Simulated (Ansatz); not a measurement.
RbBr (rock salt, Fm-3m), a = b = c = 7.018 Å, α = β = γ = 90.00°; the cell used has 2 atoms.

Relaxed with PBE.

Task: Which orbitals make up the states near the band edges in plane-wave PAW PBE (Ansatz code)?

Result: Top 1 eV of the valence band: Br 4p 96 %. Bottom 1 eV of the conduction band: Rb 5s 76 %, Br 4s 15 %, Br 4p 5 %. Projections are on Löwdin-orthogonalised atomic valence shells; empty p or d shells of many metals are not among them.

Task: Tabulate the density of states.

Result: States/eV per cell of 2 atoms, in 0.25 eV bins, energy from the valence-band maximum.

```
E (eV)  total  Br 4p  Rb 5s  Br 4s
------  -----  -----  -----  -----
-7.85    0.00   0.00   0.00   0.00
-7.60    0.00   0.00   0.00   0.00
-7.35    0.00   0.00   0.00   0.00
-7.10    0.00   0.00   0.00   0.00
-6.85    0.00   0.00   0.00   0.00
-6.60    0.00   0.00   0.00   0.00
-6.35    0.00   0.00   0.00   0.00
-6.10    0.00   0.00   0.00   0.00
-5.85    0.00   0.00   0.00   0.00
-5.60    0.00   0.00   0.00   0.00
-5.35    0.00   0.00   0.00   0.00
-5.10    0.00   0.00   0.00   0.00
-4.85    0.00   0.00   0.00   0.00
-4.60    0.00   0.00   0.00   0.00
-4.35    0.00   0.00   0.00   0.00
-4.10    0.00   0.00   0.00   0.00
-3.85    0.00   0.00   0.00   0.00
-3.60    0.00   0.00   0.00   0.00
-3.35    0.00   0.00   0.00   0.00
-3.10    0.00   0.00   0.00   0.00
-2.85    0.00   0.00   0.00   0.00
-2.60    0.00   0.00   0.00   0.00
-2.35    0.00   0.00   0.00   0.00
-2.10    0.00   0.00   0.00   0.00
-1.85    0.00   0.00   0.00   0.00
-1.60    0.00   0.00   0.00   0.00
-1.35    0.00   0.00   0.00   0.00
-1.10    0.00   0.00   0.00   0.00
-0.85    0.81   0.70   0.11   0.00
-0.60    5.78   5.21   0.47   0.02
-0.35   10.90  10.64   0.06   0.00
-0.10    6.50   6.40   0.01   0.00
0.15     0.00   0.00   0.00   0.00
0.40     0.00   0.00   0.00   0.00
0.65     0.00   0.00   0.00   0.00
0.90     0.00   0.00   0.00   0.00
1.15     0.00   0.00   0.00   0.00
1.40     0.00   0.00   0.00   0.00
1.65     0.00   0.00   0.00   0.00
1.90     0.00   0.00   0.00   0.00
2.15     0.00   0.00   0.00   0.00
2.40     0.00   0.00   0.00   0.00
2.65     0.00   0.00   0.00   0.00
2.90     0.00   0.00   0.00   0.00
3.15     0.00   0.00   0.00   0.00
3.40     0.00   0.00   0.00   0.00
3.65     0.00   0.00   0.00   0.00
3.90     0.00   0.00   0.00   0.00
4.15     0.00   0.00   0.00   0.00
4.40     0.06   0.00   0.04   0.01
4.65     0.12   0.00   0.09   0.02
4.90     0.17   0.01   0.13   0.03
5.15     0.23   0.02   0.18   0.03
5.40     0.30   0.02   0.23   0.04
5.65     0.43   0.03   0.29   0.04
5.90     1.01   0.04   0.38   0.04
6.15     1.40   0.05   0.45   0.04
6.40     2.00   0.05   0.51   0.04
6.65     3.39   0.08   0.73   0.03
6.90     2.59   0.06   0.64   0.03
7.15     2.68   0.11   0.95   0.02
7.40     1.78   0.08   0.65   0.01
7.65     0.48   0.00   0.01   0.00
7.90     0.76   0.00   0.09   0.00
8.15     2.08   0.02   0.31   0.00
8.40     2.97   0.01   0.14   0.00
8.65     4.68   0.02   0.12   0.00
8.90     5.44   0.03   0.12   0.00
```

Symmetry was held in the PBE relaxation; phonons on a q-mesh show no instability. Spin–orbit coupling is left out wherever it is not named.

Potentials: the later of the program's two PAW sets.
